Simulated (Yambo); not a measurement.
Yambo run on Zn2P2O7 (space group C2/m, No. 12). The wavefunctions come from this Quantum ESPRESSO step (PBEsol, PseudoDojo standard norm-conserving files, scalar-relativistic):

```
&CONTROL
  calculation = 'nscf'
  pseudo_dir = './pseudo'
  outdir = './out'
/
&SYSTEM
  ibrav = 0
  nat = 11
  ntyp = 3
  ecutwfc = 84.0
  ecutrho = 336.0
  occupations = 'fixed'
  force_symmorphic = .true.
  nbnd = 202
/
&ELECTRONS
  conv_thr = 1.1000000000000001e-08
  diago_full_acc = .true.
  diago_thr_init = 1e-08
/
ATOMIC_SPECIES
O 15.9990 O.upf
P 30.9738 P.upf
Zn 65.3800 Zn.upf
CELL_PARAMETERS angstrom
  3.326265000000  -4.194315000000   0.000000000000
  3.326265000000   4.194315000000   0.000000000000
 -1.160293000000   0.000000000000   4.408350000000
ATOMIC_POSITIONS crystal
O   0.626060000000   0.930200000000   0.277080000000
O   0.373940000000   0.069800000000   0.722920000000
O   0.069800000000   0.373940000000   0.722920000000
O   0.930200000000   0.626060000000   0.277080000000
O   0.380110000000   0.380110000000   0.212780000000
O   0.619890000000   0.619890000000   0.787220000000
O   0.000000000000   0.000000000000   0.000000000000
P   0.785450000000   0.785450000000   0.092920000000
P   0.214550000000   0.214550000000   0.907080000000
Zn   0.309340000000   0.690660000000   0.500000000000
Zn   0.690660000000   0.309340000000   0.500000000000
K_POINTS automatic
2 2 4 0 0 0
```

Yambo input:

```
rim_cut
gw0
dyson
el_el_corr
HF_and_locXC
ppa
em1d
RandQpts= 1000000
RandGvec= 1 Ry
EXXRLvcs= 84 Ry
VXCRLvcs= 336 Ry
Chimod= "HARTREE"
% BndsRnXp
 9 | 201 |
%
NGsBlkXp= 7 Ry
% LongDrXp
 1.0 | 1.0 | 1.0 |
%
PPAPntXp= 27.2114 eV
% GbndRnge
 1 | 201 |
%
GTermKind= "BG"
DysSolver= "n"
ExtendOut
% QPkrange
 1 | 1 | 46 | 47 |
 3 | 3 | 46 | 47 |
 4 | 4 | 46 | 47 |
 6 | 6 | 46 | 47 |
 7 | 7 | 46 | 47 |
 9 | 9 | 46 | 47 |
%
```

k points by index: 1 = Γ, 3 = (0, 0, -0.5), 4 = (0, -0.5, 0), 6 = (0, -0.5, -0.5), 7 = (-0.5, -0.5, 0), 9 = (-0.5, -0.5, -0.5).

The o-*.qp file then holds:

```
#    K-point    Band    Eo [eV]    E [eV]    E-Eo [eV]    Vxc [eV]    Vnlxc [eV]    Sc|Eo [eV]    Sc|E [eV]    dSc/dw|Eo [eV]    Re(Z)    Im(Z)
#
    1    46    -0.486956    -1.793242    -1.306286    -21.53476    -27.58075    4.426897    4.739704    -6.515515    0.806814    -0.001114
    1    47    3.626948    4.691510    1.064562    -14.30411    -9.478346    -3.572610    -3.761201    -4.820277    0.849514    -0.827918E-3
    3    46    0.000000    -1.233417    -1.233417    -22.90107    -28.69584    4.272573    4.561351    -6.370419    0.810300    -0.001042
    3    47    5.824899    7.256701    1.431802    -15.85148    -10.49568    -3.648992    -3.924004    -5.226270    0.838881    -0.969416E-3
    4    46    -0.356158    -1.628444    -1.272287    -21.53295    -27.50137    4.392343    4.696136    -6.496874    0.807260    -0.001093
    4    47    5.779344    7.184541    1.405197    -14.93798    -9.574043    -3.698409    -3.958738    -5.041255    0.843695    0.130596E-3
    6    46    -0.412876    -1.631484    -1.218609    -20.57210    -26.45417    4.369262    4.663456    -6.568674    0.805544    -0.001123
    6    47    6.041927    7.509171    1.467244    -15.38488    -9.824648    -3.817003    -4.092993    -5.118480    0.841680    -0.153254E-4
    7    46    -0.523767    -1.909395    -1.385628    -22.43154    -28.52906    4.385900    4.711884    -6.401245    0.809557    -0.001100
    7    47    6.047349    7.532350    1.485002    -14.82315    -9.170986    -3.891727    -4.167166    -5.046896    0.843546    -0.905639E-3
    9    46    -0.309945    -1.555888    -1.245943    -20.71299    -26.67437    4.413249    4.715440    -6.599227    0.804816    -0.001128
    9    47    5.355134    6.801145    1.446011    -14.47076    -8.834364    -3.929081    -4.190385    -4.917128    0.846954    -0.523899E-3
```
(The two width columns are left out.) Convergence of these settings isn't established.

Geometry of the Materials Project entry, not relaxed at this level.

The structure is a Materials Project entry; no match was found in the copy of COD used, and its stability was not checked.
